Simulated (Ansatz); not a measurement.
Task: Name crystals whose computed values (plane-wave PAW r²SCAN (Ansatz code)) fall in these windows: electron conductivity mass (mₑ) 0.39 to 0.50; gap (eV) 1.2 to 1.6.

Result: 

```csv
crystal,electron conductivity mass (mₑ),gap (eV)
"LaN, P6_3mc (La on 2b, N on 2b)",0.43,1.44
"K2PdC2, P-3m1 (K on 2d, Pd on 1a, C on 2c)",0.39,1.58
"LaN, zinc blende",0.40,1.51
"Ta3N5, Cmcm (Pearson symbol oS32)",0.45,1.59
"K2Pt, fluorite or antifluorite type",0.49,1.57
```
Others may fit too.

Typed or built starts, not in the databases checked: LaN, zinc blende. Standing as an ambient phase not checked: LaN, P6_3mc (La on 2b, N on 2b); K2PdC2, P-3m1 (K on 2d, Pd on 1a, C on 2c); Ta3N5, Cmcm (Pearson symbol oS32); K2Pt, fluorite or antifluorite type. All cells were relaxed under the symmetry of their starts (and spin orders); stability against distortions was not tested throughout. Rows with no word on spin ran without spin polarisation. Spin–orbit coupling is left out wherever it is not named.

Potentials: the later of the program's two PAW sets.
